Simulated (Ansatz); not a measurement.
**How much does the functional matter for the cell of ZrSi2?**

The starting cell is an entry of the Crystallography Open Database (2002):

```
Zr Si
1.0
     1.85300   -7.36750    0.00000
     1.85300    7.36750    0.00000
     0.00000    0.00000    3.67200
Zr Si
2 4
Direct
  0.89460 0.10540 0.25000
  0.10540 0.89460 0.75000
  0.55220 0.44780 0.25000
  0.44780 0.55220 0.75000
  0.24960 0.75040 0.25000
  0.75040 0.24960 0.75000
```

Atoms and cell were relaxed at zero pressure with plane-wave PAW DFT (Ansatz 0.2.0; one set of PAW datasets, made under PBE, for all functionals; 420 eV, r2SCAN 500 eV; 6×6×6 Γ-centred mesh, fermi-dirac occupations of width 0.100 eV; no spin polarisation, no spin-orbit coupling, no dispersion correction), keeping the symmetry (Cmcm, No. 63).

Problem. What cells and energies do LDA, PBEsol, PBE, r2SCAN give?

Solution. The relaxed conventional cells:

```csv
functional,a (Å),b (Å),c (Å),volume (Å³/atom),formation energy (eV/atom)
LDA,3.664,14.462,3.631,16.03,-0.759
PBEsol,3.689,14.536,3.652,16.32,-0.759
PBE,3.719,14.766,3.675,16.82,-0.663
r2SCAN,3.703,14.841,3.661,16.77,-0.660
the entry,3.706,14.735,3.672,16.71,–
```

LDA gives the smallest volume and PBE the largest, 4.9 % more, the usual order, since LDA overbinds and PBE's gradient terms loosen the lattice. Against the entry's volume: LDA -4.0 %, PBEsol -2.3 %, PBE +0.6 %, r2SCAN +0.3 %; r2SCAN and PBE come about as near. The formation energies span 0.10 eV an atom.

Caveats: each relaxation keeps the start's symmetry, so a distorted cell may lie lower; computed cells are at 0 K with fixed nuclei, while the entry holds thermal expansion, often some tenths of a per cent in volume and more in soft crystals; formation energies are at zero smearing against the elements' usual phases under the same functional, gases as free molecules, uncorrected.
